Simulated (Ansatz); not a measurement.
A structure of HfO2 relaxed with PBEsol (plane waves to 420 eV, PAW, scalar-relativistic; Ansatz, an electronic-structure program); single points at other levels follow on the same geometry (Ansatz, PAW; PBEsol+SOC at 600 eV on a 9×9×7 k-mesh; spin-orbit coupling only where +SOC is written). Space group P4₂/nmc (No. 137).

```
HfO2
1.0
    3.56753     0.00000     0.00000
    0.00000     3.56753     0.00000
    0.00000     0.00000     5.16669
Hf O
2 4
Direct
  0.00000   0.00000   0.00000
  0.50000   0.50000   0.50000
  0.00000   0.50000   0.20010
  0.00000   0.50000   0.70010
  0.50000   0.00000   0.29990
  0.50000   0.00000   0.79990
```

```
level       gap (eV)      kind  conduction minimum
----------  --------  --------  ------------------
PBEsol          4.57  indirect                   Γ
PBEsol+SOC      4.57  indirect                   Γ
```

The shift from spin-orbit coupling is approximate. No spin polarisation in the result.

The run could not lose the symmetry of its start.
